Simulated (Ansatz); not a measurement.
# In₄BiSb₃ (ordering on zincblende): the band gap by level of theory

All numbers come from the PAW code Ansatz. (Calculated; non-magnetic; the phase may be known or hypothetical.)

An ordered 8-atom cell of In₄BiSb₃ on the zincblende lattice (I-42m), relaxed with r2SCAN. It is tetragonal, I-42m (No. 121); conventional cell a = 6.605 Å, c = 13.215 Å, 36.04 Å³ an atom. Sb is surrounded by 4 In at 2.85 Å; In is surrounded by 3 Sb at 2.84–2.85 Å and 1 Bi at 2.91 Å; Sb is surrounded by 4 In at 2.84 Å; Bi is surrounded by 4 In at 2.91 Å.

```xyz
8
Lattice="-3.3027 3.3027 6.6073 3.3027 -3.3027 6.6073 3.3027 3.3027 -6.6073" Properties=species:S:1:pos:R:3 pbc="T T T"
Sb    3.3027    0.0000    3.3036
In   -1.6225    1.6225    8.2807
Sb    0.0000    0.0000    6.6073
In    1.6802    1.6802   -1.6734
Sb    0.0000    3.3027    3.3036
In    1.6225   -1.6225    8.2807
Bi    0.0000    0.0000    0.0000
In    1.6225    1.6225    4.9338
```

Relaxed lattice by functional, symmetry kept:
```
functional  k mesh  a (Å)   c (Å)  volume (Å³/atom)
       PBE   6×6×6  6.688  13.382             37.41
    r2SCAN   6×6×6  6.605  13.215             36.04
```

Gaps on the r2SCAN cell, each the least over its mesh and the special points:

| level | k mesh | gap (eV) | kind | edges | least direct gap (eV) |
| --- | --- | --- | --- | --- | --- |
| PBE | 6×6×6 | 0 | – | – | – |
| PBE+SOC | 6×6×6 | none (overlap 0.12) | – | – | – |
| r2SCAN | 6×6×6 | 0 | – | – | – |

All runs use a smearing of 0.02 eV.
Wave cutoffs: 420 eV, 500 eV (r2SCAN).

r2SCAN gives a gap of zero: filled and empty bands touch at Γ. PBE+SOC gives no gap: the lowest nominally empty band dips 0.12 eV below the top of the last filled one (its bottom at X, the top at Γ), so the cell is a metal or semimetal at this level. With so small a gap spin-orbit coupling can invert the bands, which the size of the gap doesn't show: the edges may have crossed and parted again.

No level opens a gap, but no hybrid is among them, and semilocal functionals can close a real gap.

Only the levels marked +SOC include spin-orbit coupling.
